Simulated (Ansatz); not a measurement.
Y₂N (anti-CdI2 type, P-3m1) at seven volumes, the program Ansatz at the r²SCAN level (PAW), shape and atoms relaxed at each. One row is withheld.

```
V (Å³/atom)  P (GPa)
-----------  -------
19.355          8.81
19.993          5.45
20.631          2.53
21.269          0.00
21.907         -2.17
22.545             ?
23.183         -5.58
```

Question: Fit the shown pressures and predict the withheld one.

Answer: P = (3/2)B₀(x^(7/2) − x^(5/2))[1 + (3/4)(B′ − 4)(x − 1)] with x = (V₀/V)^(2/3). Least squares on the six rows gives V₀ = 21.272 Å³/atom, B₀ = 77.3 GPa, B′ = 4.02. At V = 22.545, x = 0.9620 and P = -4.00 GPa. The run itself gave -4.02 GPa.

The cell is a constructed one: a structure type filled with these elements; neither database checked (COD, Materials Project) lists it. Its standing as an ambient phase is unchecked. The r²SCAN relaxation kept the symmetry of its start; whether a distortion lowers the energy is not shown. The run is not spin-polarised.

Potentials: the earlier of the program's two PAW sets.
